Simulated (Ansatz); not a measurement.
A relaxed structure of TiAl is spoiled in several ways and relaxed again each time (noise and exchanges are one random draw each; squeezed and stretched starts keep its symmetry, which their runs cannot lower; pressure is positive under compression). Method: PBEsol (plane waves to 420 eV, PAW, scalar-relativistic; Ansatz, a quantum-chemistry and plane-wave program).

```cif
data_AlTi
_chemical_formula_sum 'Al1 Ti1'
_space_group_name_H-M_alt 'P4/mmm'
_space_group_IT_number 123
_space_group_name_Hall '-P 4 2'
_cell_length_a 2.79729
_cell_length_b 2.79729
_cell_length_c 4.03230
_cell_angle_alpha 90.000
_cell_angle_beta 90.000
_cell_angle_gamma 90.000
loop_
_atom_site_label
_atom_site_type_symbol
_atom_site_symmetry_multiplicity
_atom_site_Wyckoff_symbol
_atom_site_fract_x
_atom_site_fract_y
_atom_site_fract_z
_atom_site_occupancy
Al1 Al 1 d 0.50000 0.50000 0.50000 1
Ti1 Ti 1 a 0.00000 0.00000 0.00000 1
```

Q: One start gave a first pressure of +40.9 GPa, a largest first force of 0.00 eV/Å and released 0.34 eV/atom. Which change was it?
A) with every coordinate shifted by Gaussian noise of σ = 0.2 Å
B) squeezed uniformly to 80 % of its volume
C) with one Ti and one Al atom exchanged in a cell of 4 atoms

A: B, squeezed uniformly to 80 % of its volume. All starts:

```csv
change,first pressure (GPa),largest first force (eV/Å),released (eV/atom),moves,outcome,final group,E − E(parent) (eV/atom)
with every coordinate shifted by Gaussian noise of σ = 0.2 Å,3.9,1.97,0.16,6,returns to the parent,P4/mmm,0.00
squeezed uniformly to 80 % of its volume,40.9,0.00,0.34,9,returns to the parent,P4/mmm,0.00
with one Ti and one Al atom exchanged in a cell of 4 atoms,2.8,0.61,0.04,11,trapped higher,Pmmn,+0.21
```

The exchanged pair stays exchanged: it costs 0.8 eV for the cell of 4 atoms (one exchange in a very small cell, not a dilute defect).

First-step values come from each run's starting, coarser k-mesh (12×12×8, 12×12×9, 6×12×8). The runs use different k-meshes, so differences are rounded accordingly. No spin polarisation in the result.
